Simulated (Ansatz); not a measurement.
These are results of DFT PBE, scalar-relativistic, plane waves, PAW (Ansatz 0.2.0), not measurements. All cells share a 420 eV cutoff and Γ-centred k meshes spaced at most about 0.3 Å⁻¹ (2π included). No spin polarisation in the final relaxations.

These are static total energies at zero pressure. All come from trial cells, and lower structures may exist.

Question: Which of these relaxed structures of AlB2P3 is the lowest in energy?
1.

```cif
data_structure
_symmetry_space_group_name_H-M 'P3m1'
_symmetry_Int_Tables_number 156
_cell_length_a 3.4154
_cell_length_b 3.4154
_cell_length_c 8.6496
_cell_angle_alpha 90.000
_cell_angle_beta 90.000
_cell_angle_gamma 120.000
_cell_volume 87.38
loop_
_atom_site_label
_atom_site_type_symbol
_atom_site_symmetry_multiplicity
_atom_site_Wyckoff_symbol
_atom_site_fract_x
_atom_site_fract_y
_atom_site_fract_z
_atom_site_occupancy
Al1 Al 1 a 0.00000 0.00000 0.33739 1
B1 B 1 b 0.33333 0.66667 0.98544 1
B2 B 1 c 0.66667 0.33333 0.68598 1
P1 P 1 b 0.33333 0.66667 0.21382 1
P2 P 1 a 0.00000 0.00000 0.61345 1
P3 P 1 c 0.66667 0.33333 0.91391 1
```

2.

```cif
data_structure
_symmetry_space_group_name_H-M 'P6_3mc'
_symmetry_Int_Tables_number 186
_cell_length_a 3.3967
_cell_length_b 3.3967
_cell_length_c 17.4482
_cell_angle_alpha 90.000
_cell_angle_beta 90.000
_cell_angle_gamma 120.000
_cell_volume 174.34
loop_
_atom_site_label
_atom_site_type_symbol
_atom_site_symmetry_multiplicity
_atom_site_Wyckoff_symbol
_atom_site_fract_x
_atom_site_fract_y
_atom_site_fract_z
_atom_site_occupancy
Al1 Al 2 b 0.66667 0.33333 0.50239 1
B1 B 2 b 0.66667 0.33333 0.17579 1
B2 B 2 b 0.66667 0.33333 0.82673 1
P1 P 2 b 0.66667 0.33333 0.29056 1
P2 P 2 b 0.66667 0.33333 0.63934 1
P3 P 2 b 0.66667 0.33333 0.94019 1
```

3.

```cif
data_structure
_symmetry_space_group_name_H-M 'I-4m2'
_symmetry_Int_Tables_number 119
_cell_length_a 3.3945
_cell_length_b 3.3945
_cell_length_c 15.0865
_cell_angle_alpha 90.000
_cell_angle_beta 90.000
_cell_angle_gamma 90.000
_cell_volume 173.83
loop_
_atom_site_label
_atom_site_type_symbol
_atom_site_symmetry_multiplicity
_atom_site_Wyckoff_symbol
_atom_site_fract_x
_atom_site_fract_y
_atom_site_fract_z
_atom_site_occupancy
Al1 Al 2 b 0.50000 0.50000 0.00000 1
B1 B 4 e 0.50000 0.50000 0.32360 1
P1 P 4 f 0.00000 0.50000 0.10377 1
P2 P 2 d 0.50000 0.00000 0.25000 1
```

Answer: 3. It has Al and B ordered on zinc blende sites, space group I-4m2 (No. 119); the next, 1, with Al and B ordered on zinc blende sites, space group P3m1 (No. 156), lies 42 meV/atom higher. Counting P atoms around Al and B (those within 1.25 times the shortest such distance or 1.15 times the sum of covalent radii), the lowest and the next both have Al 4, B 4.

Cells relaxed within their symmetry can be saddle points. Some candidate types were left out of the draw beforehand, so a known form may be missing.
